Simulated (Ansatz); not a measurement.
Given:

NaLaS2:
```cif
data_La2Na2S4
_chemical_formula_sum 'Na2 La2 S4'
_space_group_name_H-M_alt 'P 1'
_space_group_IT_number 1
_cell_length_a 7.33603
_cell_length_b 7.33603
_cell_length_c 7.33603
_cell_angle_alpha 133.460
_cell_angle_beta 133.460
_cell_angle_gamma 67.933
loop_
_space_group_symop_operation_xyz
  'x, y, z'
loop_
_atom_site_label
_atom_site_type_symbol
_atom_site_fract_x
_atom_site_fract_y
_atom_site_fract_z
_atom_site_occupancy
Na1 Na 0.00000 0.00000 0.00000 1
Na2 Na 0.75000 0.25000 0.50000 1
La1 La 0.25000 0.75000 0.50000 1
La2 La 0.50000 0.50000 0.00000 1
S1 S 0.48709 0.98709 0.50000 1
S2 S 0.73709 0.73709 0.00000 1
S3 S 0.26291 0.26291 0.00000 1
S4 S 0.01291 0.51291 0.50000 1
```

This is the r²SCAN-relaxed structure.

All from DFT-r²SCAN in the program Ansatz with PAW potentials, unless another level is named. Predict the HSE06 gap on the r²SCAN cell.

3.25 eV.

Give the gap with spin–orbit coupling.

2.79 eV.

Predict the electron effective mass with spin–orbit coupling.

0.36, 0.36, 1.6 mₑ (principal values).

Next, the conduction-band minimum?

at Γ.

Give the weight of the conduction-edge state by species (Voronoi cells).

La 55 %, S 37 %, Na 9 %.

Space group I4_1/amd. The first step of the workflow began from a Materials Project structure, measured or hypothetical; the Crystallography Open Database copy checked does not list it. Whether it is the stable phase at ambient conditions was not checked. The cell was relaxed with r²SCAN under the symmetry of its start; its stability against distortions is not shown here. Spin–orbit coupling is left out wherever it is not named.

Potentials: the later of the program's two PAW sets.
